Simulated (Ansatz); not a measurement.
# ZnO: zone-centre modes

Computed with DFT r2SCAN, scalar-relativistic, plane waves, PAW in Ansatz. Settings: plane waves to 500 eV, k-mesh 12×12×6 (Γ-centred), Gaussian smearing 0.05 eV. No spin polarisation.

The undisturbed cell (relaxed at this level):

```
Zn O
1.0
     3.23520    0.00000    0.00000
    -1.61760    2.80177    0.00000
     0.00000    0.00000    5.21142
Zn O
2 2
Direct
  0.33333 0.66667 0.00124
  0.66667 0.33333 0.50124
  0.33333 0.66667 0.38086
  0.66667 0.33333 0.88086
```

Harmonic modes by finite displacements of 0.02 Å, without the LO–TO term.

Question: At this geometry, is the structure stable against these modes?

Answer: Yes: no mode is imaginary beyond 10 cm⁻¹, and only the three translations lie near zero.

Question: List the wavenumbers in cm⁻¹.

Answer: 0, 0, 0, 92, 92, 259, 376, 398, 398, 430, 430, 544.

Cost: 1 run of about 8.1 core-minutes, on Arm Neoverse N1 (shared hosts).